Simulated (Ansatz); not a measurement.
input.yaml (Ansatz)

```yaml
crystal:
  lattice:
    - [0.0, 4.6822172375, 4.6822172375]
    - [4.6822172375, 0.0, 4.6822172375]
    - [4.6822172375, 4.6822172375, 0.0]
  atoms:
    - { symbol: Sr, position: [0.125, 0.125, 0.125] }
    - { symbol: Sr, position: [0.875, 0.875, 0.875] }
hamiltonian:
  xc: pbesol
  pseudopotentials:
    kind: paw
    azcp:
      Sr: "pseudopotentials/Sr.paw.azcp"
basis:
  ecutwfc: 420
  fft_grid_basis: typed
kpoints:
  mp_grid: { grid: [7, 7, 7], shift: [0, 0, 0] }
magnetization:
  spin_polarized: false
scf:
  occupations: { method: fermi_dirac, width: 0.1 }
  lower_state_search: "off"
output:
  stress: true
```

Output

```
Warning: the record states the generating functional pbe (its physics header spells it `PBE`), which answers neither for hamiltonian.xc's functional nor for the pbesol family's — results may be inconsistent (PPs are generated against a specific XC)
Engine: ansatz 0.2.0, aarch64-unknown-linux-gnu
Pseudopotentials: kind: paw
Pseudopotential: Sr, paw, valence charge 10, recommended cutoff 420 eV (normal) 
Functional definition: PBEsol
  exchange = pbesol_x
  correlation = pbesol_c
Crystal: 2 atoms, lattice volume = 205.298 Å³
Basis set: ecut = 420 eV, 4015 PW (Γ)
Bands: 14, of which v1, the nominal top of the filled ones, is band 10 counted from 1 (9 counted from 0)
Symmetry: 48 space group operations
Space group: Fd-3m (ITA 227), of the structure as read, at distance tolerance 5.9e-5 Å
k-points: 20 of 343
Non-local potential: Sr, projectors of the file, l = 0: 3, l = 1: 2, l = 2: 2
PAW form: soft (Blöchl's): semilocal exchange-correlation on the pseudo side does not see the compensation charge
PAW frozen core: Sr, regenerated for the run's functional, and the local potential with it (the file was generated under x = pbe(κ = 0.804, μ = 0.2195149727645171), c = pbe(β = 0.06672455060314922))
PAW one-centre angular grid: Sr, 110 points (default); XC on 64 Gauss nodes
Initial density: superposition of atomic densities (neutral atoms: chi_scale 0, normalization atom), corrected by the library's trained network
Initial wavefunctions: pseudopotential atomic-orbital guess
Functional: x = pbesol(κ = 0.804, μ = 0.12345679012345678), c = pbesol(β = 0.046)
SCF iter   1: F=—  HF=-6982.415082 eV  |F-HF|=—  |Δ(HF+E_count)|=         —  Δρ=1.92e-3  dr2=3.22e-2  ethr=1.77e-3  ⟨swp⟩=9.0  Hψ=2069  notcnv=0
SCF iter   2: F=—  HF=-6982.412374 eV  |F-HF|=—  |Δ(HF+E_count)|=   2.71e-3  Δρ=6.97e-4  dr2=4.75e-3  ethr=1.61e-4  ⟨swp⟩=1.9  Hψ=506  notcnv=0
SCF iter   3: F=—  HF=-6982.412309 eV  |F-HF|=—  |Δ(HF+E_count)|=   6.48e-5  Δρ=2.28e-4  dr2=2.05e-4  ethr=2.38e-5  ⟨swp⟩=1.8  Hψ=321  notcnv=0
SCF iter   4: F=—  HF=-6982.412367 eV  |F-HF|=—  |Δ(HF+E_count)|=   5.84e-5  Δρ=5.45e-5  dr2=9.20e-6  ethr=1.03e-6  ⟨swp⟩=3.1  Hψ=668  notcnv=0
SCF iter   5: F=—  HF=-6982.412292 eV  |F-HF|=—  |Δ(HF+E_count)|=   7.54e-5  Δρ=1.45e-5  dr2=4.66e-7  ethr=4.60e-8  ⟨swp⟩=2.4  Hψ=502  notcnv=0
SCF iter   6: F=-6982.412292 eV  HF=-6982.412292 eV  |F-HF|=6.28e-10  |Δ(HF+E_count)|=   3.26e-7  Δρ=2.68e-6  dr2=1.31e-8  ethr=5.00e-10  ⟨swp⟩=5.9  Hψ=1132  notcnv=0
SCF 1 converged in 6 iterations: F = -6982.412292 eV  dr2 = 1.31e-8
SCF converged after 6 iterations
Free energy (F): -6982.412292 eV
Harris-Foulkes:  -6982.412292 eV  (|F-HF|=6.28e-10)
Internal energy: -6982.295478 eV  (E = F + TS)
E sigma→0 (E₀):  -6982.353885 eV
Entropy (-TS):   -0.116814 eV (-58.407 meV/atom)
Fermi energy:    1.602809 eV
--- Per-component energies (eV) ---
  E_band       = -355.458479
  E_kinetic    = 478.021737
  E_local      = -1988.083445  (includes V_loc(G=0)·N_el)
  E_nonlocal   = 410.370743
  E_hartree    = 570.331169
  E_xc         = -335.540779
  E_vxc        = -312.698189  (∫ρ·V_xc dr)
  E_paw        = -5289.338272  (= ΣΔE_a)
  E_vpaw       = -83.728332  (= ΣTr[D̂ρ^β])
  E_aug_tail   = -0.000003  (compensation charges beyond the density's cutoff)
  E_ewald      = -828.325323
  E_core_change = 0.268695  (= ΣΔE_core)
  E_smearing   = -0.116814  (= −TS)
  E_closure    = 0.000000  (closes the sum)
  Σ components = -6982.412292   (vs F -6982.412292, Δ=0.00e0)
--- Stress (GPa, compression-positive) ---
        0.003719       0.000000      -0.000000
       -0.000000       0.003719       0.000000
        0.000000       0.000000       0.003719
  P = ⅓ Tr σ = 0.0037 GPa (0.037 kbar)
```
